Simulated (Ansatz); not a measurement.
**MnPt$_{2}$: which magnetic state is lowest?**

Theory: DFT PBE, scalar-relativistic, plane waves, PAW (Ansatz 0.2.0).

```
Mn Pt
1.0
     2.85840    0.00000    0.00000
    -1.42920    2.47545    0.00000
     0.00000    0.00000    6.53250
Mn Pt
1 2
Direct
  0.00000 0.00000 0.00000
  0.33333 0.66667 0.68379
  0.66667 0.33333 0.31621
```

The plane-wave cutoff is 420 eV. The Γ-centred k-mesh is 18×18×8 and the occupation rule is Gaussian smearing, 0.1 eV. The list of starting moments (μB, in atom order) is 4 1 1 and the check for lower electronic states after the SCF is off.

All runs keep this geometry, which isn't relaxed for the lowest state (largest force there 0.014 eV/Å, pressure -3.1 GPa; forces reach 0.37 eV/Å in another state) and needn't be a stable compound; relaxing each order would shift the differences by some 90 meV/atom, going by the pressures and a bulk modulus of about 150 GPa. Signs run over the atoms with starting moments. A propagation vector, in units of the reciprocal vectors, doubles the cell, which takes an equally dense mesh. The large starts are 5 2.5 2.5 μB. The small starts are 0.5 0.5 0.5 μB. Spin–orbit coupling is left out, which for heavy magnetic ions can matter as much as these differences. Site moments are spin moments in atom-centred spheres that scale with the neighbour distance. The states are those that the runs reached from these starts; a lower one can exist.

Starts tried: no spin; ferromagnetic; large parallel starting moments; ferrimagnetic in the cell, signs +--; ferrimagnetic in the cell, signs ++-; antiferromagnetic, doubled cell, propagation vector (0, 0, 1/2); antiferromagnetic, doubled cell, propagation vector (0, 1/2, 0); small parallel starting moments. Which state comes out lowest, and what are the moments?

The lowest state is antiferromagnetic, reached from the start “antiferromagnetic, doubled cell, propagation vector (0, 1/2, 0)”, with site moments (μB) Mn +3.64, Pt -0.08 (×2), Pt +0.08 (×2), Mn -3.64.

```
                                                          start ends energy above lowest (meV/atom) site moments (μB) gap on mesh (eV) P (GPa)
                                                        no spin non-magnetic                             355                                    none over 0.05             metal    -17.1
                                                  ferromagnetic ferromagnetic                            72.1                           Mn +3.75, Pt +0.32 (×2) metal     -0.3
                                large parallel starting moments ferromagnetic                            72.1                           Mn +3.75, Pt +0.32 (×2) metal     -0.3
                           ferrimagnetic in the cell, signs +--      ferromagnetic                            72.1                           Mn +3.75, Pt +0.32 (×2) metal     -0.3
                           ferrimagnetic in the cell, signs ++-      ferromagnetic                            72.1                           Mn +3.75, Pt +0.32 (×2) metal     -0.3
antiferromagnetic, doubled cell, propagation vector (0, 0, 1/2) antiferromagnetic                            57.5  Mn +3.71, Pt -0.24 (×2), Pt +0.24 (×2), Mn -3.71             metal     -1.1
antiferromagnetic, doubled cell, propagation vector (0, 1/2, 0) antiferromagnetic                            0.00  Mn +3.64, Pt -0.08 (×2), Pt +0.08 (×2), Mn -3.64             metal     -3.1
                                small parallel starting moments non-magnetic                             355                                    none over 0.05             metal    -17.1
```

Cost: 8 runs of about 9.4 core-minutes in all, on Intel Xeon 6975P-C (Granite Rapids) (shared hosts).